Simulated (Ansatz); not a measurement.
Rb₂SnHgTe₄:
```cif
data_HgRb2SnTe4
_chemical_formula_sum 'Rb2 Sn1 Hg1 Te4'
_space_group_name_H-M_alt 'P 1'
_space_group_IT_number 1
_cell_length_a 7.34550
_cell_length_b 7.34550
_cell_length_c 7.34550
_cell_angle_alpha 105.108
_cell_angle_beta 105.108
_cell_angle_gamma 118.602
loop_
_space_group_symop_operation_xyz
  'x, y, z'
loop_
_atom_site_label
_atom_site_type_symbol
_atom_site_fract_x
_atom_site_fract_y
_atom_site_fract_z
_atom_site_occupancy
Rb1 Rb 0.50000 0.00000 0.50000 1
Rb2 Rb 0.00000 0.50000 0.50000 1
Sn1 Sn 0.50000 0.50000 0.00000 1
Hg1 Hg 0.00000 0.00000 0.00000 1
Te1 Te 0.90685 0.90685 0.33867 1
Te2 Te 0.09315 0.43182 0.00000 1
Te3 Te 0.56818 0.56818 0.66133 1
Te4 Te 0.43182 0.09315 0.00000 1
```

Relaxed with r²SCAN.

**Question.** Which orbitals make up the states near the band edges in the program Ansatz at the r²SCAN level (PAW)?

**Answer.** Top 1 eV of the valence band: Te 5p 93 %. Bottom 1 eV of the conduction band: Te 5p 58 %, Sn 5s 21 %, Hg 6s 10 %, outside the projected shells 6 %. Projections are on Löwdin-orthogonalised atomic valence shells; empty p or d shells of many metals are not among them.

**Question.** Tabulate the density of states.

**Answer.** States/eV per cell of 8 atoms, in 0.25 eV bins, energy from the valence-band maximum.

```
E (eV)  total  Te 5p  Hg 5d  Sn 5p
------  -----  -----  -----  -----
-7.85    0.00   0.00   0.00   0.00
-7.60    0.00   0.00   0.00   0.00
-7.35    0.00   0.00   0.00   0.00
-7.10    0.00   0.00   0.00   0.00
-6.85    0.00   0.00   0.00   0.00
-6.60    8.00   1.43   3.70   0.01
-6.35   23.77   0.91  22.00   0.18
-6.10    9.20   0.20   8.66   0.00
-5.85    7.03   0.94   3.50   0.00
-5.60    0.00   0.00   0.00   0.00
-5.35    0.00   0.00   0.00   0.00
-5.10    0.00   0.00   0.00   0.00
-4.85    0.00   0.00   0.00   0.00
-4.60    0.00   0.00   0.00   0.00
-4.35    0.39   0.19   0.00   0.00
-4.10    6.70   3.20   0.10   0.13
-3.85    0.91   0.42   0.02   0.02
-3.60    0.00   0.00   0.00   0.00
-3.35    0.11   0.07   0.00   0.03
-3.10    1.33   0.90   0.01   0.32
-2.85    8.79   5.87   0.08   2.14
-2.60    5.26   3.48   0.04   1.28
-2.35    3.82   2.54   0.04   0.94
-2.10    4.68   3.16   0.07   1.12
-1.85    0.52   0.40   0.01   0.01
-1.60    4.05   3.48   0.04   0.06
-1.35    7.75   6.83   0.09   0.16
-1.10    8.15   7.49   0.08   0.14
-0.85   13.58  12.70   0.17   0.12
-0.60    5.43   5.12   0.08   0.02
-0.35   14.25  13.19   0.42   0.12
-0.10    2.29   2.16   0.05   0.02
0.15     0.00   0.00   0.00   0.00
0.40     0.00   0.00   0.00   0.00
0.65     0.00   0.00   0.00   0.00
0.90     0.01   0.01   0.00   0.00
1.15     0.24   0.13   0.00   0.00
1.40     1.57   0.89   0.00   0.04
1.65     4.27   2.50   0.01   0.13
1.90     1.29   0.79   0.00   0.03
2.15     2.27   1.09   0.00   0.19
2.40     1.69   0.78   0.00   0.14
2.65     4.23   2.01   0.01   0.23
2.90     0.41   0.20   0.00   0.02
3.15     0.18   0.04   0.00   0.07
3.40     3.49   0.79   0.00   1.64
3.65     6.35   1.56   0.00   2.88
3.90     4.12   1.06   0.00   1.81
4.15     2.73   0.71   0.00   1.20
4.40     6.07   1.22   0.01   1.83
4.65     3.09   0.42   0.00   0.55
4.90     6.62   0.70   0.00   0.70
5.15     7.22   0.50   0.00   0.34
5.40     5.64   0.31   0.00   0.19
5.65     8.87   0.38   0.00   0.22
```

Space group I-42m. The workflow started from a Materials Project entry (that database holds measured and hypothetical structures alike); the Crystallography Open Database files this formula in space group No. 121, but the cells were not matched. Whether it is the stable phase at ambient conditions was not checked. The r²SCAN relaxation kept the symmetry of its start; its stability against distortions is not shown here. Spin–orbit coupling is left out wherever it is not named.

Potentials: the later of the program's two PAW sets.
